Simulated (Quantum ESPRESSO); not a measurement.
## Sn3In3PtTi (one run as intended and one with a planted mistake)

A calculation, not a measurement. The program is pw.x of Quantum ESPRESSO 7.5 (plane-wave density functional theory). The cell is made up: eight metal atoms on a face-centred cubic lattice, with elements, volume, strain and displacements drawn at random and not relaxed, so it may be unstable or far from any real phase. PseudoDojo standard norm-conserving files set the functional (PBE unless stated); there is no spin polarisation or spin-orbit coupling, the Fermi-Dirac width of 0.25 eV means electrons at about 2900 K, and the masses in the input are unused placeholders. The tin pseudopotential is less sure than most, with forces differing by about three percent from a second method on plain tin. Heavy elements are run without spin-orbit coupling, which real alloys of them have. A spin test at this wide smearing found no moment, but such smearing suppresses magnetism that the real alloy may have.

Intended input:

```
&control calculation='scf', pseudo_dir='./dojo.nc.sr.pbe.v0_5.standard.upf', outdir='./o', disk_io='minimal', tprnfor=.true., tstress=.true. /
&system ibrav=0, nat=8, ntyp=4, nbnd=68, ecutwfc=84.00895049, nosym=.true., tot_charge=0,
 occupations='smearing', smearing='fd', degauss=0.0183746611
/
&electrons conv_thr=1.470e-08, electron_maxstep=70, mixing_beta=0.5 /
ATOMIC_SPECIES
In 1.0 In.upf
Pt 1.0 Pt.upf
Sn 1.0 Sn.upf
Ti 1.0 Ti.upf
CELL_PARAMETERS angstrom
-0.0385 0.0544 -4.3517
-4.3503 0.011 -0.0385
2.1724 8.5611 2.0863
ATOMIC_POSITIONS angstrom
Sn 0.0144 0.0014 0.0106
In -2.1947 2.2036 -0.0177
In -0.0338 4.2557 -0.0651
Pt -2.2344 6.4872 -0.0849
In -2.1924 0.0711 -2.2364
Sn -0.0406 2.1447 -2.173
Ti -2.1868 4.3499 -2.2617
Sn -0.076 6.5227 -2.2306
K_POINTS automatic
6 6 3 1 1 1
```

The log is shortened where brackets say so; the opening notice, blank lines, dates and the lines on written files are dropped, and the path of the files is cut. It prints rydbergs, bohrs and kilobars, and counts compression as positive stress. Its total energy is the free energy E - TS of the whole cell.

Log of the intended run:

```
     Program PWSCF v.7.5
     Parallel version (MPI & OpenMP), running on       4 processor cores
     Number of MPI processes:                 4
     Threads/MPI process:                     1
     [start-up lines left out]
     bravais-lattice index     =            0
     lattice parameter (alat)  =       8.2245  a.u.
     unit-cell volume          =    1097.6268 (a.u.)^3
     number of atoms/cell      =            8
     number of atomic types    =            4
     number of electrons       =       111.00
     number of Kohn-Sham states=           68
     kinetic-energy cutoff     =      84.0090  Ry
     charge density cutoff     =     336.0358  Ry
     scf convergence threshold =      1.5E-08
     mixing beta               =       0.5000
     number of iterations used =            8  plain     mixing
     Exchange-correlation= PBE
                           (   1   4   3   4   0   0   0)
     [axes and pseudopotential details left out]
   Cartesian axes
     site n.     atom                  positions (alat units)
         1        Sn     tau(   1) = (   0.0033087   0.0003217   0.0024355  )
         2        In     tau(   2) = (  -0.5042725   0.5063174  -0.0040669  )
         3        In     tau(   3) = (  -0.0077662   0.9778250  -0.0149579  )
         4        Pt     tau(   4) = (  -0.5133943   1.4905530  -0.0195073  )
         5        In     tau(   5) = (  -0.5037440   0.0163365  -0.5138538  )
         6        Sn     tau(   6) = (  -0.0093286   0.4927841  -0.4992865  )
         7        Ti     tau(   7) = (  -0.5024573   0.9994692  -0.5196670  )
         8        Sn     tau(   8) = (  -0.0174624   1.4987097  -0.5125212  )
     number of k points=    54  Fermi-Dirac smearing, width (Ry)=  0.0184
                       cart. coord. in units 2pi/alat
        k(    1) = (  -0.0823356   0.1253722  -0.0810474), wk =   0.0370370
        k(    2) = (  -0.0831522  -0.2123073  -0.0852615), wk =   0.0370370
     [further k points left out]
     Dense  grid:   114067 G-vectors     FFT dimensions: (  48,  48, 108)
     Estimated max dynamical RAM per process >     405.87 MB
     Estimated total dynamical RAM >       1.50 GB
     Initial potential from superposition of free atoms
     starting charge     110.9820, renormalised to     111.0000
     Starting wfcs are   74 randomized atomic wfcs
     total cpu time spent up to now is        6.4 secs
     per-process dynamical memory:   321.2 Mb
     Self-consistent Calculation
     iteration #  1     ecut=    84.01 Ry     beta= 0.50
     Davidson diagonalization with overlap
     ethr =  1.00E-02,  avg # of iterations =  3.5
     Threshold (ethr) on eigenvalues was too large:
     Diagonalizing with lowered threshold
     Davidson diagonalization with overlap
     ethr =  8.87E-04,  avg # of iterations =  1.9
     total cpu time spent up to now is       34.0 secs
     total energy              =   -1250.79693685 Ry
     estimated scf accuracy    <       0.98516997 Ry
     iteration #  2     ecut=    84.01 Ry     beta= 0.50
     Davidson diagonalization with overlap
     ethr =  8.88E-04,  avg # of iterations =  7.0
     total cpu time spent up to now is       52.8 secs
     total energy              =   -1250.77340069 Ry
     estimated scf accuracy    <      10.40130458 Ry
     [iterations 3 to 11 left out]
     iteration # 12     ecut=    84.01 Ry     beta= 0.50
     Davidson diagonalization with overlap
     ethr =  5.73E-09,  avg # of iterations =  1.1
     total cpu time spent up to now is      188.3 secs
     total energy              =   -1251.40619401 Ry
     estimated scf accuracy    <       0.00000003 Ry
     iteration # 13     ecut=    84.01 Ry     beta= 0.50
     Davidson diagonalization with overlap
     ethr =  2.27E-11,  avg # of iterations =  5.0
     total cpu time spent up to now is      205.2 secs
     End of self-consistent calculation
     [lines on levels left out]
!    total energy              =   -1251.40619402 Ry
     estimated scf accuracy    <          1.2E-09 Ry
     smearing contrib. (-TS)   =      -0.07959805 Ry
     internal energy E=F+TS    =   -1251.32659597 Ry
     The total energy is F=E-TS. E is the sum of the following terms:
     one-electron contribution =    -304.55582027 Ry
     hartree contribution      =     237.46972318 Ry
     xc contribution           =    -318.19899629 Ry
     ewald contribution        =    -866.04150258 Ry
     convergence has been achieved in  13 iterations
     Forces acting on atoms (cartesian axes, Ry/au):
     atom    1 type  3   force =    -0.00454474   -0.03580359   -0.01194335
     atom    2 type  1   force =    -0.00041122    0.01940900   -0.00489298
     atom    3 type  1   force =     0.00580586    0.05363665    0.00464959
     atom    4 type  2   force =    -0.00189194   -0.02506894    0.00100200
     atom    5 type  1   force =    -0.00032706   -0.04134606    0.01617337
     atom    6 type  3   force =     0.00164353    0.05662826   -0.00168034
     atom    7 type  4   force =    -0.00556996    0.02840471    0.00424570
     atom    8 type  3   force =     0.00529553   -0.05586004   -0.00755401
     Total force =     0.121062     Total SCF correction =     0.000112
     Computing stress (Cartesian axis) and pressure
          total   stress  (Ry/bohr**3)                   (kbar)     P=      115.02
   0.00066604   0.00001221  -0.00003340           97.98        1.80       -4.91
   0.00001221   0.00090315   0.00006097            1.80      132.86        8.97
  -0.00003340   0.00006097   0.00077655           -4.91        8.97      114.23
     init_run     :      6.07s CPU      6.34s WALL (       1 calls)
     electrons    :    194.28s CPU    198.78s WALL (       1 calls)
     forces       :      2.05s CPU      2.07s WALL (       1 calls)
     stress       :      7.03s CPU      7.03s WALL (       1 calls)
     [timing details left out]
     PWSCF        :   3m29.49s CPU   3m34.36s WALL
     JOB DONE.
```

A second run has one planted mistake: two atoms have their elements exchanged. The input lines that differ:

```
- In -2.1924 0.0711 -2.2364
+ Sn -2.1924 0.0711 -2.2364
- Sn -0.076 6.5227 -2.2306
+ In -0.076 6.5227 -2.2306
```

Its log:

```
     Program PWSCF v.7.5
     Parallel version (MPI & OpenMP), running on       4 processor cores
     Number of MPI processes:                 4
     Threads/MPI process:                     1
     [start-up lines left out]
     bravais-lattice index     =            0
     lattice parameter (alat)  =       8.2245  a.u.
     unit-cell volume          =    1097.6268 (a.u.)^3
     number of atoms/cell      =            8
     number of atomic types    =            4
     number of electrons       =       111.00
     number of Kohn-Sham states=           68
     kinetic-energy cutoff     =      84.0090  Ry
     charge density cutoff     =     336.0358  Ry
     scf convergence threshold =      1.5E-08
     mixing beta               =       0.5000
     number of iterations used =            8  plain     mixing
     Exchange-correlation= PBE
                           (   1   4   3   4   0   0   0)
     [axes and pseudopotential details left out]
   Cartesian axes
     site n.     atom                  positions (alat units)
         1        Sn     tau(   1) = (   0.0033087   0.0003217   0.0024355  )
         2        In     tau(   2) = (  -0.5042725   0.5063174  -0.0040669  )
         3        In     tau(   3) = (  -0.0077662   0.9778250  -0.0149579  )
         4        Pt     tau(   4) = (  -0.5133943   1.4905530  -0.0195073  )
         5        Sn     tau(   5) = (  -0.5037440   0.0163365  -0.5138538  )
         6        Sn     tau(   6) = (  -0.0093286   0.4927841  -0.4992865  )
         7        Ti     tau(   7) = (  -0.5024573   0.9994692  -0.5196670  )
         8        In     tau(   8) = (  -0.0174624   1.4987097  -0.5125212  )
     number of k points=    54  Fermi-Dirac smearing, width (Ry)=  0.0184
                       cart. coord. in units 2pi/alat
        k(    1) = (  -0.0823356   0.1253722  -0.0810474), wk =   0.0370370
        k(    2) = (  -0.0831522  -0.2123073  -0.0852615), wk =   0.0370370
     [further k points left out]
     Dense  grid:   114067 G-vectors     FFT dimensions: (  48,  48, 108)
     Estimated max dynamical RAM per process >     405.87 MB
     Estimated total dynamical RAM >       1.50 GB
     Initial potential from superposition of free atoms
     starting charge     110.9820, renormalised to     111.0000
     Starting wfcs are   74 randomized atomic wfcs
     total cpu time spent up to now is        6.6 secs
     per-process dynamical memory:   321.2 Mb
     Self-consistent Calculation
     iteration #  1     ecut=    84.01 Ry     beta= 0.50
     Davidson diagonalization with overlap
     ethr =  1.00E-02,  avg # of iterations =  3.5
     Threshold (ethr) on eigenvalues was too large:
     Diagonalizing with lowered threshold
     Davidson diagonalization with overlap
     ethr =  9.48E-04,  avg # of iterations =  1.6
     total cpu time spent up to now is       33.1 secs
     total energy              =   -1250.74860033 Ry
     estimated scf accuracy    <       1.05487915 Ry
     iteration #  2     ecut=    84.01 Ry     beta= 0.50
     Davidson diagonalization with overlap
     ethr =  9.50E-04,  avg # of iterations =  6.6
     total cpu time spent up to now is       50.7 secs
     total energy              =   -1250.71766708 Ry
     estimated scf accuracy    <      11.22720058 Ry
     [iterations 3 to 12 left out]
     iteration # 13     ecut=    84.01 Ry     beta= 0.50
     Davidson diagonalization with overlap
     ethr =  2.41E-11,  avg # of iterations =  6.8
     total cpu time spent up to now is      207.7 secs
     total energy              =   -1251.40212118 Ry
     estimated scf accuracy    <       0.00000002 Ry
     iteration # 14     ecut=    84.01 Ry     beta= 0.50
     Davidson diagonalization with overlap
     ethr =  1.69E-11,  avg # of iterations =  2.0
     total cpu time spent up to now is      219.8 secs
     End of self-consistent calculation
     [lines on levels left out]
!    total energy              =   -1251.40212118 Ry
     estimated scf accuracy    <          1.5E-09 Ry
     smearing contrib. (-TS)   =      -0.07835667 Ry
     internal energy E=F+TS    =   -1251.32376451 Ry
     The total energy is F=E-TS. E is the sum of the following terms:
     one-electron contribution =    -304.28611732 Ry
     hartree contribution      =     237.29843311 Ry
     xc contribution           =    -318.19594435 Ry
     ewald contribution        =    -866.14013595 Ry
     convergence has been achieved in  14 iterations
     Forces acting on atoms (cartesian axes, Ry/au):
     atom    1 type  3   force =    -0.00520438   -0.04601299   -0.01232395
     atom    2 type  1   force =    -0.00053264    0.02761527   -0.00406295
     atom    3 type  1   force =     0.00560971    0.06247752    0.00507109
     atom    4 type  2   force =    -0.00137242   -0.02262798    0.00119690
     atom    5 type  3   force =     0.00038742   -0.05595105    0.01539317
     atom    6 type  3   force =     0.00216319    0.06396845   -0.00154741
     atom    7 type  4   force =    -0.00668801    0.02216430    0.00438126
     atom    8 type  1   force =     0.00563714   -0.05163354   -0.00810811
     Total force =     0.135414     Total SCF correction =     0.000061
     Computing stress (Cartesian axis) and pressure
          total   stress  (Ry/bohr**3)                   (kbar)     P=      114.96
   0.00071087   0.00001899  -0.00003040          104.57        2.79       -4.47
   0.00001899   0.00086841   0.00006948            2.79      127.75       10.22
  -0.00003040   0.00006948   0.00076508           -4.47       10.22      112.55
     init_run     :      6.02s CPU      6.26s WALL (       1 calls)
     electrons    :    208.69s CPU    213.29s WALL (       1 calls)
     forces       :      2.06s CPU      2.08s WALL (       1 calls)
     stress       :      7.22s CPU      7.22s WALL (       1 calls)
     [timing details left out]
     PWSCF        :   3m44.30s CPU   3m49.24s WALL
     JOB DONE.
```

```
                                            intended run  run with the mistake
                          free energy (eV)    -17026.249            -17026.193
         entropy term -TS, part of it (eV)        -1.083                -1.066
                            pressure (GPa)         11.50                 11.50
size of the largest force component (eV/Å)         1.456                 1.645
largest change of a force component (eV/Å)                               0.376
                                iterations            13                    14
```

For scale, a rerun of the intended cell at a higher cutoff and on a denser mesh moved values by no more than 0.002 eV in energy, 0.07 GPa in stress and 0.017 eV/Å in force, and a second program with other atomic files agreed on that cell to 2 % rms in force and 0.5 GPa in pressure.